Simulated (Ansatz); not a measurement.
# La$_{2}$S: computed properties

Theory: DFT PBE, scalar-relativistic, plane waves, PAW in Ansatz 0.2.0.

Cutoff 420 eV; k points 6×6×10 on the computed 6-atom cell (Γ-centred); Gaussian smearing, width 0.10 eV; no spin polarisation.

The structure is relaxed at this level of theory with its symmetry kept, and needn't be the ground state of this composition.

Space group P4_2/mnm (No. 136), tetragonal, a = 6.890 Å, c = 4.136 Å. Around La lie 3 S at 2.84–2.90 Å and 11 La at 4.06–4.14 Å; S has 6 La at 2.84–2.90 Å.

| Item | Value |
| --- | --- |
| Volume per atom | 32.72 Å³ |
| Formation energy from the elements' standard states (uncorrected) | -1.294 eV/atom |
| Kohn–Sham band gap | none (metal) |
| Density of states at the Fermi level | 3.4 states/eV per cell |
| Orbital (Löwdin) character within 0.5 eV of the Fermi level | La 5d 73 %, La 4f 10 %, La 6s 9 %, unprojected 4 % |
| Bader charge by site (e) | La (4 in the cell) 0.81, S (2 in the cell) -1.63 |

Spin-orbit coupling is left out, which matters for the bands of heavy elements.

The cell was found from a structure generator's guess, not taken from experiment. Löwdin shares on free-atom orbitals overweight diffuse shells.
